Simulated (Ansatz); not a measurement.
The start is a relaxed Cr cell displaced along its unstable phonon at q = (½, ½, 0) of its primitive reciprocal cell (296i cm⁻¹), largest move 0.15 Å. Cell shape, volume and atoms are optimised at zero target pressure with PBEsol (plane waves to 420 eV, PAW, scalar-relativistic; Ansatz, a program for electronic structure). First-step values are on the input's coarse k-mesh.

Ansatz input (later rounds restart from its end on a renewed k-mesh):
Ansatz 0.2 input:
```yaml
crystal:
  lattice:
    - [4.6173499174, 0, 0]
    - [2.3086749587, 2.3086749587, 0]
    - [0, 0, 2.3086749587]
  atoms:
    - { symbol: Cr, position: [0, 0, 0.0649723338] }
    - { symbol: Cr, position: [0.5, 0, -0.0649723338] }
basis: { ecutwfc: 420, ecutrho_ratio: 4, xc_grid: 2, fft_grid_basis: typed }
kpoints: { mp_grid: { grid: [14, 14, 14] } }
hamiltonian:
  xc: pbesol
  dispersion: none
  pseudopotentials: { azcp: { folder: ./paw }, kind: paw }
scf: { occupations: { method: fermi_dirac, width: 0.05 } }
relax: { f_tol: 0.01, max_steps: 100, cell: { stress_tol: 0.02 } }
output: { forces: true, stress: true }
```

```yaml
initial_pressure: "-2.9 GPa (negative: the cell is under tension)"
largest_initial_force: 1.69 eV/Å, on Cr1, Cr2 (atoms numbered as listed)
energy_released: 0.92 eV/atom
volume_change: -9.4 %, from 12.31 to 11.15 Å³/atom
relative_to_the_parent: "It does not go back: it reaches Im-3m (No. 229), bcc (W type), 1.07 eV/atom below the parent"
Shortest distances (start → end): "The closest pairs of elements (up to four, under 3.6 Å), start → end: Cr–Cr 2.31 → 2.44 Å"
band_gap_at_the_end: zero (metallic)
optimiser_moves: 14
```

It ends as:

```cif
data_Cr2
_chemical_formula_sum 'Cr2'
_space_group_name_H-M_alt 'Im-3m'
_space_group_IT_number 229
_space_group_name_Hall '-I 4 2 3'
_cell_length_a 2.81434
_cell_length_b 2.81434
_cell_length_c 2.81434
_cell_angle_alpha 90.000
_cell_angle_beta 90.000
_cell_angle_gamma 90.000
loop_
_atom_site_label
_atom_site_type_symbol
_atom_site_symmetry_multiplicity
_atom_site_Wyckoff_symbol
_atom_site_fract_x
_atom_site_fract_y
_atom_site_fract_z
_atom_site_occupancy
Cr1 Cr 2 a 0.00000 0.00000 0.00000 1
```
(The calculation used a cell of 1 atom; values per cell refer to that cell.)

Final values are on a 23×23×23 k-mesh of the relaxed cell. No spin polarisation in the result. A magnetic state may lie lower.

The run could not lose the symmetry of its start.

Of the parent cell (Pm-3m (No. 221)): it is a generated cell of Cr: the first start was made by placing the elements on the sites of a structure type, and the end was not matched to a known phase here, so it may be hypothetical. Known forms of Cr include space group No. 229.
